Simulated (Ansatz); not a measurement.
SnO$_{2}$:
```
CELL_PARAMETERS angstrom
      4.72180     0.00000     0.00000
      0.00000     4.72329     0.00000
      0.00000     0.00000     3.19029
ATOMIC_POSITIONS crystal
  Sn 0.50000 0.50000 0.50000
  Sn 0.00000 0.00000 0.00000
  O  0.30600 0.30614 0.00000
  O  0.69400 0.69386 0.00000
  O  0.80600 0.19386 0.50000
  O  0.19400 0.80614 0.50000
```

Relaxed with LDA.

**Question.** Give the optical modes at the zone centre with their infrared and Raman activity from DFPT, DFT-LDA in the program Ansatz with PAW potentials.

**Answer.** Transverse frequencies, without the LO–TO term; a row sums one degenerate level.

| ω (cm⁻¹) | degeneracy | IR ((D/Å)²/amu) | Raman (Å⁴/amu) | activity |
|---|---|---|---|---|
| 104 | 1 | 0.00 | 0 | silent |
| 146 | 1 | 0.00 | 0 | silent |
| 224 | 1 | 9.72 | 0 | IR |
| 224 | 1 | 9.74 | 0 | IR |
| 281 | 1 | 2.28 | 0 | IR |
| 281 | 1 | 2.26 | 0 | IR |
| 348 | 1 | 0.00 | 0 | silent |
| 460 | 1 | 37.63 | 0 | IR |
| 467 | 1 | 0.00 | 1.2 | Raman |
| 467 | 1 | 0.00 | 1.2 | Raman |
| 559 | 1 | 0.00 | 0 | silent |
| 597 | 1 | 22.26 | 0 | IR |
| 597 | 1 | 22.25 | 0 | IR |
| 627 | 1 | 0.00 | 47 | Raman |
| 755 | 1 | 0.00 | 14 | Raman |

**Question.** How high does the top mode go among those that the LO–TO term moves?

**Answer.** 733 cm⁻¹ for q along x, 733 cm⁻¹ for q along y, 670 cm⁻¹ for q along z.

Space group P4_2/mnm (rutile). Symmetry was held in the LDA relaxation; of distortions, only those at the zone centre were tested. Spin–orbit coupling is left out wherever it is not named.

Potentials: the later of the program's two PAW sets.
